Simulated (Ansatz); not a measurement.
One crystal and one scan (energy over volume and axial ratio) at two levels, PBE (plane waves to 420 eV, PAW, scalar-relativistic; Ansatz, a quantum-chemistry and plane-wave program) and r2SCAN (plane waves to 500 eV, PAW, scalar-relativistic; Ansatz), each from its own relaxed cell and on its own mesh. The cell shown is that of PBE.

TiO₂ (rutile)

```
CELL_PARAMETERS angstrom
      4.64353     0.00000     0.00000
      0.00000     4.64353     0.00000
      0.00000     0.00000     2.96370
ATOMIC_POSITIONS crystal
  Ti 0.00000 0.00000 0.00000
  Ti 0.50000 0.50000 0.50000
  O  0.30512 0.30512 0.00000
  O  0.80512 0.19488 0.50000
  O  0.19488 0.80512 0.50000
  O  0.69488 0.69488 0.00000
```

The relaxed cell is deformed in two ways at once: its volume V is scaled, and at that volume it is stretched along z (the c axis of the conventional cell) so that c/a changes. Fractional atomic positions are held.

The energy includes the smearing's −TS. The PAW data are Ansatz's earlier set. TiO2 is run without spin polarisation. TiO2 was relaxed with its symmetry unable to fall. As the atoms are clamped, bonds stretch with the cell, which overstates energies and stresses. Percentages come from the unrounded values. Both scans cover V/V₀ from 0.920 to 1.080 and (c/a)/(c/a)₀ from 0.960 to 1.040.

Results of PBE:

| Quantity | Value |
|---|---|
| Lattice constant a (Å) | 4.644 |
| Lattice constant c (Å) | 2.964 |
| Relaxed volume (Å³/atom) | 10.65 |
| Band gap of the relaxed cell, no spin-orbit coupling (eV) | 1.86 |
| Modulus against c/a change at fixed volume, (3/4V)·∂²E/∂(ln c/a)² (fit, atoms clamped) (GPa) | 130 |

### Question
Estimate the r2SCAN values.

### Answer
```tsv
quantity	r2SCAN	PBE − r2SCAN
Lattice constant a (Å)	4.597	+0.047 (+1.0 %)
Lattice constant c (Å)	2.954	+0.010 (+0.3 %)
Relaxed volume (Å³/atom)	10.41	+0.24 (+2.3 %)
Band gap of the relaxed cell, no spin-orbit coupling (eV)	2.22	-0.36 (-16 %)
Modulus against c/a change at fixed volume, (3/4V)·∂²E/∂(ln c/a)² (fit, atoms clamped) (GPa)	143	-13 (-9 %)
```

PBE gives the higher value for: lattice constant a; lattice constant c; relaxed volume. PBE gives the lower value for: band gap of the relaxed cell, no spin-orbit coupling; modulus against c/a change at fixed volume. Neither level is exact: the differences show how much the result hangs on the functional.

(A scan under strain: stresses follow from slopes of the energy per volume, elastic moduli from its curvatures.)
